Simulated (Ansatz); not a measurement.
Input:

NbAl₃:
```xyz
4
Lattice="-1.9171 1.9171 4.2886 1.9171 -1.9171 4.2886 1.9171 1.9171 -4.2886" Properties=species:S:1:pos:R:3 pbc="T T T"
Al     0.0000     0.0000     4.2886
Al     0.0000     1.9171     2.1443
Al     1.9171     0.0000     2.1443
Nb     0.0000     0.0000     0.0000
```

This is the r²SCAN-relaxed structure.

**Question.** All from the program Ansatz at the r²SCAN level (PAW), unless another level is named. Predict the density of states at the Fermi level.

**Answer.** 0.12 states/eV per atom (mean over ±0.08 eV).

**Question.** And the formation energy from the elements (no fitted shifts)?

**Answer.** -0.48 eV/atom.

Space group I4/mmm. The workflow started from a Materials Project entry (that database holds measured and hypothetical structures alike); the Crystallography Open Database copy checked does not list it. With Al and Nb taken as one species the cell has the higher symmetry I4/mmm, so it may be an ordered model of a mixed-site phase. Whether it is the stable phase at ambient conditions was not checked. The r²SCAN relaxation kept the symmetry of its start; its stability against distortions is not shown here. No spin polarisation was allowed. The references are the lowest solids computed at this level, not always the standard phases. Spin–orbit coupling is left out wherever it is not named.

Potentials: the later of the program's two PAW sets.
